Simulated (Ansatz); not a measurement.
5 guesses for Sn3Te and where they end

Method: DFT PBE, scalar-relativistic, plane waves, PAW (Ansatz 0.2.0). Settings: cutoff 420 eV, Γ-centred meshes spaced at most about 0.3 Å⁻¹, and about 0.25 Å⁻¹ or finer for metals (2π included), Gaussian smearing. No spin polarisation in the final relaxations.

Each guess was relaxed in cell and atoms at zero pressure, within the symmetry of its start. Temperature and zero-point effects are left out. Coordination counts Sn atoms around Te (those within 1.25 times the shortest such distance or 1.15 times the sum of covalent radii; a plus sign parts nearer from farther groups; the shortest distance is added where it exceeds 1.18 times the sum of covalent radii).

```
guess    made from  start group  V start (Å³/atom)            end group  V end (Å³/atom)  coordination at the end  gap on mesh (eV)  E over the lowest end (meV/atom)
    1   Dy3Mg type       P4/mmm               37.2               P4/mmm             28.2        Te 8+2 from 3.3 Å                 0                               118
    2  random cell        Im-3m               33.4                Im-3m             30.6                     Te 6                 0                                 0
    3   Ta3Sn type        Pm-3n               28.2          Pm-3n (A15)             29.4         Te 12 from 3.5 Å                 0                               199
    4   ScPt3 type        Pm-3m               27.5                    ?                ?                        ?                 ?                                 ?
    5   SbPd3 type        Fm-3m               25.9  Fm-3m (BiF3 (D0_3))             28.1        Te 8+6 from 3.3 Å                 0                               148
```

Guess 4 as it starts:

```
CELL_PARAMETERS angstrom
4.79129 0.00000 0.00000
0.00000 4.79129 0.00000
0.00000 0.00000 4.79129
ATOMIC_POSITIONS crystal
Sn 0.00000 0.50000 0.50000
Sn 0.50000 0.00000 0.50000
Sn 0.50000 0.50000 0.00000
Te 0.00000 0.00000 0.00000
```

Question: Fill in the missing row: what does this guess relax into, and where does it rank?

Answer: It ends in the Cu3Au (L1_2) type, space group Pm-3m (No. 221), with a = 4.878 Å, 29.0 Å³/atom and no gap. It lies 160 meV/atom over the lowest end, above guess 5 and below guess 3. Counting Sn atoms around Te, this end has Te 12 from 3.4 Å and the lowest (guess 2) has Te 6.

```cif
data_structure
_symmetry_space_group_name_H-M 'P 1'
_symmetry_Int_Tables_number 1
_cell_length_a 4.8780
_cell_length_b 4.8780
_cell_length_c 4.8780
_cell_angle_alpha 90.000
_cell_angle_beta 90.000
_cell_angle_gamma 90.000
_cell_volume 116.07
loop_
_atom_site_label
_atom_site_type_symbol
_atom_site_fract_x
_atom_site_fract_y
_atom_site_fract_z
_atom_site_occupancy
Sn1 Sn 0.00000 0.50000 0.50000 1
Sn2 Sn 0.50000 0.00000 0.50000 1
Sn3 Sn 0.50000 0.50000 0.00000 1
Te1 Te 0.00000 0.00000 0.00000 1
```

The zero of energy is the elements' standard structures at the same level; no fitted shifts are applied. The references include grey tin.

Question: Is the lowest end bound against the elements?

Answer: Yes: its formation energy is −0.08 eV/atom. A negative formation energy is needed for stability but isn't enough: competing phases decide.

For metals, differences of a few meV/atom aren't resolved. These runs have no spin–orbit coupling, which can matter for Te. The reference form of Te is held partly by dispersion forces, which this level lacks. Cells relaxed within their symmetry can be saddle points. A lower structure may well exist outside this small set. Some structure types and database cells were kept out of the candidates from the start, so a known form may be missing.
